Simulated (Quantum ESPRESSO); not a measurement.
Kohn-Sham bands of HfO2 (P2₁/c)

```xyz
12
Lattice="5.0942 0.0000 0.0000 0.0000 5.1506 0.0000 -0.8762 0.0000 5.2030" Properties=species:S:1:pos:R:3 pbc="T T T"
Hf     1.6626     2.3593    -1.5197
Hf    -1.6626    -2.3593     1.5197
Hf    -1.2245    -0.2160    -1.0817
Hf     1.2245     0.2160     1.0817
O      2.3010    -1.3261    -0.1114
O     -2.3010     1.3261     0.1114
O     -1.8629     1.2492    -2.4900
O      1.8629    -1.2492     2.4900
O      0.0449     1.7036     1.8015
O     -0.0449    -1.7036    -1.8015
O     -0.4829    -0.8717     0.8000
O      0.4829     0.8717    -0.8000
```

Materials Project entry mp-352; symmetrised, unrelaxed at this level. COD (Crystallography Open Database) has the formula in 3 space groups, this one among them (matched by group alone). Method: LDA plane waves in Quantum ESPRESSO 7.5 (PseudoDojo norm-conserving files, 68 Ry, no spin polarisation, no spin-orbit coupling), Bloch states on a 4×4×4 mesh through Γ, Wannier90 4.0.1. Density: 6×6×6 mesh, Gaussian smearing 0.01 Ry. Spin-orbit coupling is left out although heavy elements are present.

Energies are relative to the valence-band maximum; weights are on the orthonormalised atomic waves of the pseudopotential files, averaged over the group. 96 electrons a cell are treated as valence.

Question: Into which isolated groups do the bands fall, where do they lie and what are they made of?

Answer: 
```tsv
bands	from (eV)	to (eV)	filling	weight on atomic waves
1–4	-60.27	-60.24	filled	Hf 5s 97 %
5–16	-29.39	-28.80	filled	Hf 5p 96 %
17–24	-17.86	-15.44	filled	O 2s 79 %, Hf 5d 12 %, Hf 6s 6 %
25–48	-5.73	0.00	filled	O 2p 81 %, Hf 5d 14 %
```

The Kohn-Sham gap over both meshes and the path is 3.95 eV.
